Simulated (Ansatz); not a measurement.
## TaMnN₂: computed properties

All numbers below come from Ansatz, DFT PBE, scalar-relativistic, plane waves, PAW.

Plane waves to 420 eV, a k mesh through Γ of 14×14×10 on the computed 4-atom cell and Gaussian smearing (0.10 eV); collinear spin from starting moments 0.0 3.6 0.0 0.0 μB.

The structure is relaxed at this level of theory with its symmetry kept, and needn't be the ground state of this composition.

Space group P-4m2 (No. 115). a = 3.329 Å, b = 3.329 Å, c = 4.613 Å, α = 90.00°, β = 90.00°, γ = 90.00°
```
atom  site  symmetry       x       y       z
  Ta    1d      -4m2  0.0000  0.0000  0.5000
  Mn    1b      -4m2  0.5000  0.5000  0.0000
   N    2g      2mm.  0.5000  0.0000  0.2609
```

| Item | Value |
| --- | --- |
| Space group | P-4m2 (No. 115) |
| Volume per atom | 86.3 bohr³ |
| Formation energy from the elements' standard states (uncorrected) | -0.601 eV/atom |
| Kohn–Sham band gap | none (metal) |
| Density of states at the Fermi level | 1.0 states/eV per cell |
| Orbital (Löwdin) character within 0.5 eV of the Fermi level | Mn 3d 48 %, Ta 5d 28 %, N 2p 16 %, unprojected 4 % |
| Bader charge by site (e) | Ta (1 in the cell) 2.13, Mn (1 in the cell) 1.10, N (2 in the cell) -1.62 |
| Total moment | 3.85 μB per cell |
| Moment by site (μB) | Mn2 3.26, N3 0.04, N4 0.04 |

Spin-orbit coupling is left out, which matters for the bands of heavy elements. Moments started parallel, and an antiferromagnetic order may lie lower.

Only this magnetic start was tried.

The cell was found from a structure generator's guess, not taken from experiment. Löwdin shares on free-atom orbitals overweight diffuse shells.
